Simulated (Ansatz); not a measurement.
FeRu (P-6m2) under compression and expansion

```
CELL_PARAMETERS angstrom
2.64280 0.00000 0.00000
-1.32140 2.28873 0.00000
0.00000 0.00000 4.07023
ATOMIC_POSITIONS crystal
Fe 0.00000 0.00000 0.50000
Ru 0.66667 0.33333 0.00000
```

The reference geometry is a structure from the Materials Project; nothing is relaxed.

Common settings: LDA, 12×12×7 k mesh, Fermi–Dirac smearing of 0.05 eV. PAW means Ansatz 0.2.0 on its default frozen-core files; LAPW is all-electron LAPW in Ansatz 0.2.0. Site moments are integrated in spheres about the atoms, whose radii differ between the methods. Start moments of the first PAW run (μB): Fe1 3, Ru2 1.5.

The cell shown is scaled evenly to other volumes, and every spin-polarised run starts from the same moments.

The search for lower states is left at its default.

```json
{"V/V₀": "0.7", "Å³/atom": "8.62", "M PAW (μB/cell)": "0.00", "M LAPW (μB/cell)": "0.00", "largest site moment, PAW (μB)": "0.00", "P PAW (GPa)": "192.9", "P LAPW (GPa)": "193.2", "F − F(unpolarised), PAW (meV/atom)": "0"}
{"V/V₀": "0.76", "Å³/atom": "9.36", "M PAW (μB/cell)": "0.00", "M LAPW (μB/cell)": "–", "largest site moment, PAW (μB)": "0.00", "P PAW (GPa)": "114.9", "P LAPW (GPa)": "–", "F − F(unpolarised), PAW (meV/atom)": "0"}
{"V/V₀": "0.82", "Å³/atom": "10.09", "M PAW (μB/cell)": "0.00", "M LAPW (μB/cell)": "0.00", "largest site moment, PAW (μB)": "0.00", "P PAW (GPa)": "61.1", "P LAPW (GPa)": "61.2", "F − F(unpolarised), PAW (meV/atom)": "0"}
{"V/V₀": "0.88", "Å³/atom": "10.83", "M PAW (μB/cell)": "0.00", "M LAPW (μB/cell)": "0.00", "largest site moment, PAW (μB)": "0.00", "P PAW (GPa)": "23.8", "P LAPW (GPa)": "23.8", "F − F(unpolarised), PAW (meV/atom)": "0"}
{"V/V₀": "0.94", "Å³/atom": "11.57", "M PAW (μB/cell)": "0.00", "M LAPW (μB/cell)": "0.00", "largest site moment, PAW (μB)": "0.00", "P PAW (GPa)": "-2.2", "P LAPW (GPa)": "-2.2", "F − F(unpolarised), PAW (meV/atom)": "0"}
{"V/V₀": "1", "Å³/atom": "12.31", "M PAW (μB/cell)": "0.00", "M LAPW (μB/cell)": "0.00", "largest site moment, PAW (μB)": "0.00", "P PAW (GPa)": "-20.3", "P LAPW (GPa)": "-20.2", "F − F(unpolarised), PAW (meV/atom)": "0"}
{"V/V₀": "1.06", "Å³/atom": "13.05", "M PAW (μB/cell)": "0.00", "M LAPW (μB/cell)": "–", "largest site moment, PAW (μB)": "0.00", "P PAW (GPa)": "-32.7", "P LAPW (GPa)": "–", "F − F(unpolarised), PAW (meV/atom)": "0"}
{"V/V₀": "1.12", "Å³/atom": "13.79", "M PAW (μB/cell)": "0.87", "M LAPW (μB/cell)": "–", "largest site moment, PAW (μB)": "1.08", "P PAW (GPa)": "?", "P LAPW (GPa)": "–", "F − F(unpolarised), PAW (meV/atom)": "?"}
{"V/V₀": "1.2", "Å³/atom": "14.77", "M PAW (μB/cell)": "1.97", "M LAPW (μB/cell)": "1.97", "largest site moment, PAW (μB)": "2.24", "P PAW (GPa)": "-38.8", "P LAPW (GPa)": "-38.8", "F − F(unpolarised), PAW (meV/atom)": "?"}
```

Question: Fill in "F − F(unpolarised), PAW (meV/atom)" for the row "1.2".

Answer: -47.

Question: What belongs in the row "1.12", column "P PAW (GPa)"?

Answer: -38.6.

Question: What belongs in the row "1.12", column "F − F(unpolarised), PAW (meV/atom)"?

Answer: -2.

The moments are gone at V/V₀ = 1.06 (-33 GPa) and below, and present from 1.12 (-39 GPa) upwards, where the largest is 1.08 μB at first. Between V/V₀ = 1.2 and 1.12 the largest moment drops from 2.24 to 1.08 μB.

The PAW files were made with PBE; the program remakes their cores once for the run's functional and then keeps them frozen.  The magnetic state is the one that this cell and start allow. It needn't be the compound's measured order, which may need a larger cell or be absent.
